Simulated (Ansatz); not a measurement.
P₂W: computed property card

P2W:
Space group C2/m (No. 12); a = 8.457 Å, b = 3.148 Å, c = 7.450 Å, α = 90.00°, β = 119.23°, γ = 90.00°

```tsv
atom	site	symmetry	x	y	z
P	4i	m	0.1386	0.0000	0.0246
P	4i	m	0.3987	0.0000	0.6006
W	4i	m	0.1576	0.0000	0.7062
```
(The calculation used a cell of 6 atoms; values per cell refer to that cell.)

Space group C2/m (No. 12); conventional cell a = 8.457 Å, b = 3.148 Å, c = 7.450 Å, α = γ = 90.00°, β = 119.23°.

Method: PBEsol (plane waves, PAW; program Ansatz). Geometry: relaxed at this level of theory. Other levels are named where they apply.

**Cell and energy**

```yaml
volume_per_atom: 14.42 Å³
density: 9.43 g/cm³
Formation energy from the elements (no fitted shifts): -0.48 eV/atom
```

**Electronic structure**

```yaml
electronic_character: metallic (no gap)
Density of states at the Fermi level: 0.24 states/eV per atom (mean over ±0.08 eV)
Gap with spin–orbit coupling: none (metallic)
```

**Mechanics**

```yaml
Bulk modulus (Birch–Murnaghan fit): 203 GPa
Pressure derivative B′: 4.5
```

**Phonons**

```yaml
highest_zone_centre_frequency: 489 cm⁻¹
zone_centre_stability: no imaginary mode at Γ
```

The first step of the workflow began from a Materials Project structure, measured or hypothetical; the Crystallography Open Database files this formula in space group No. 12, but the cells were not matched. Its standing as an ambient phase is unchecked. Symmetry was held in the PBEsol relaxation. No spin polarisation was allowed. As this level gives no gap, phonon frequencies hold no LO–TO term and depend on the k-mesh and smearing (Fermi–Dirac, 0.1 eV here). The references are the lowest solids computed at this level, not always the standard phases. Scalar-relativistic: spin–orbit coupling is off unless named, which matters more the heavier the elements.

Potentials: the earlier of the program's two PAW sets. The files were generated under PBE; for other functionals the program regenerates the frozen cores, and for LDA and PBEsol the local potential too.
